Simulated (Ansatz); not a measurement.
La₃In (Cu3Au type, space group No. 221) under volume change, LDA (plane waves, PAW; program Ansatz), scaled uniformly.

```
V (Å³/atom)  E − E(relaxed) (meV/atom)  P (GPa)
-----------  -------------------------  -------
26.810                            42.6     5.58
27.694                            17.9     3.43
28.578                             4.2     1.58
29.462                             0.0     0.00
30.346                             3.8    -1.35
31.230                            14.5    -2.50
32.114                            31.1    -3.49
```

Problem. What does a third-order Birch–Murnaghan fit give for V₀, B₀ and B′?

Solution. V₀ = 29.46 Å³/atom, B₀ = 48.5 GPa, B′ = 4.2.

Space group Pm-3m (Cu3Au type). The workflow started from a Materials Project entry (that database holds measured and hypothetical structures alike); the Crystallography Open Database files this formula in space group No. 221, but the cells were not matched. Its standing as an ambient phase is unchecked. The cell was relaxed with LDA under the symmetry of its start; of distortions, only those at the zone centre were tested. Spin–orbit coupling is left out wherever it is not named.

Potentials: the later of the program's two PAW sets.
